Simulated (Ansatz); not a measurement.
W (Fm-3m): electronic heat capacity and spin susceptibility from the density of states

Computed with Ansatz, DFT PBEsol, scalar-relativistic, plane waves, PAW.

Cutoff 420 eV; k points 18×18×18 on the computed 1-atom cell (Γ-centred); Gaussian smearing, width 0.10 eV; no spin polarisation.

Relaxed cell: Fm-3m, a = 3.998 Å, b = 3.998 Å, c = 3.998 Å, α = 90.00°, β = 90.00°, γ = 90.00°, 1 atom in the primitive cell. This fcc form isn't the element's structure at ambient conditions.

The density of states at the Fermi level is 1.262 states/eV in the cell of 1 atom (1 formula unit; both spins, tetrahedra on a 27×27×27 mesh).

Task: What Sommerfeld coefficient and Pauli susceptibility does this give?

Result: Per formula unit N(E_F) = 1.262 states/eV. γ = (π²/3) k_B² N(E_F) N_A = 2.357 mJ/(mol K²) per state/eV, so γ = 3.0 mJ/(mol K²), a mole of formula units. χ_P = μ_B² N(E_F) N_A = 3.23×10⁻⁵ emu/mol per state/eV gives 4.1×10⁻⁵ emu/mol. This is the bare band result: a measured γ of the same phase is as a rule larger by a factor 1 + λ from phonons and spin fluctuations, the spin part of χ is larger by the Stoner factor, and a measured χ also holds orbital and core terms. N(E_F) at one energy is sensitive to the mesh where the density of states has sharp peaks.

Spin-orbit coupling is left out, which matters for the bands of heavy elements.